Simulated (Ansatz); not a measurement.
HfO$_{2}$:
```xyz
3
Lattice="0.0000 2.5223 2.5223 2.5223 0.0000 2.5223 2.5223 2.5223 0.0000" Properties=species:S:1:pos:R:3 pbc="T T T"
Hf     0.0000     0.0000     0.0000
O      3.7834     3.7834     3.7834
O      1.2611     1.2611     1.2611
```

Relaxed with PBEsol. Special points in fractions of this cell's reciprocal vectors: Γ (0.000, 0.000, 0.000); X (0.500, 0.000, 0.500); U (0.625, 0.250, 0.625); K (0.375, 0.375, 0.750); L (0.500, 0.500, 0.500); W (0.500, 0.250, 0.750).

List the band energies nearest the valence-band maximum at these points for DFT-PBEsol with spin–orbit coupling in the program Ansatz with PAW potentials.

In eV from the valence-band maximum; about four levels below and three above (degenerate sets whole), none deeper than 8.9 eV; points with the same levels are listed once.

```json
[
 {"k": "Γ", "below": "-0.59 -0.59 -0.59 -0.59", "above": "3.82 3.82 3.82 3.82"},
 {"k": "X", "below": "-1.60 -1.60 0.00 0.00", "above": "3.69 3.69 5.45 5.45"},
 {"k": "U", "below": "-1.39 -1.39 -0.35 -0.35", "above": "4.24 4.24 5.39 5.39"},
 {"k": "L", "below": "-1.98 -1.98 -1.75 -1.75", "above": "4.44 4.44 4.68 4.68"},
 {"k": "W", "below": "-1.49 -1.49 -0.22 -0.22", "above": "4.75 4.75 5.11 5.11"}
]
```

Space group Fm-3m (fluorite). This is a known high-temperature phase of the composition, computed here at zero pressure and temperature. The cell was relaxed with PBEsol under the symmetry of its start; whether a distortion lowers the energy is not shown. The run is not spin-polarised.

Potentials: the earlier of the program's two PAW sets. The files were generated under PBE; for other functionals the program regenerates the frozen cores, and for LDA and PBEsol the local potential too.
